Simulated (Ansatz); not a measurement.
In plane-wave PAW PBE (Ansatz code), Ta2SiN in the hexagonal phase (P6_3/mmc; Si on 2d, Ta on 4f, N on 2a) relaxes to a = 3.231 Å, c = 12.117 Å. Si has 6 nearest neighbours from 2.64 Å (trigonal prismatic); N has 6 nearest neighbours from 2.19 Å (octahedral). Against the elements it lies at -0.57 eV/atom, with no fitted shifts.

Electronic character: metallic (no gap). Gap from PBE with spin–orbit coupling: none (metallic).

The start of the workflow was typed in or built on a structure type; neither database checked (COD, Materials Project) lists it. Its standing as an ambient phase is unchecked. The cell was relaxed with PBE under the symmetry of its start; whether a distortion lowers the energy is not shown. No spin polarisation was allowed. The references are the lowest solids computed at this level, not always the standard phases (solids in place of the gases). Spin–orbit coupling is left out wherever it is not named.

Potentials: the earlier of the program's two PAW sets.
